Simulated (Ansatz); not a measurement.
Consider the following.

Pt (fcc, Cu type)

Space group Fm-3m (No. 225); a = 3.940 Å, b = 3.940 Å, c = 3.940 Å, α = 90.00°, β = 90.00°, γ = 90.00°

```json
[
 {"atom": "Pt", "site": "4a", "symmetry": "m-3m", "x": "0.0000", "y": "0.0000", "z": "0.0000"}
]
```
(The calculation used a cell of 1 atom; values per cell refer to that cell.)

E(V) scan at fixed shape, V₀ the volume above. Symmetry pins the atoms to their sites.

All values below come from r2SCAN (plane waves to 500 eV, PAW, scalar-relativistic; Ansatz, an electronic-structure program). k mesh 21×21×21 (Γ-centred), Fermi-Dirac smearing 0.05 eV. Energies are smeared free energies. Stress and pressure are positive under compression. Pt is run without spin polarisation. Pt was relaxed with its symmetry unable to fall. Spin-orbit coupling is left out, though Pt is heavy. ΔE is measured from the relaxed starting cell.

The scan covers V/V₀ from 0.900 to 1.100 in 13 points.

Question: What is ΔE at V/V₀ = 0.900?

Answer: 162 meV/atom.

Question: What is ΔE at V/V₀ = 1.100?

Answer: 105 meV/atom.

Question: What pressure does the cell carry at V/V₀ = 0.900?

Answer: 38.0 GPa.

(Under strain, the slope of the energy per volume gives the stress and its curvature an elastic modulus.)
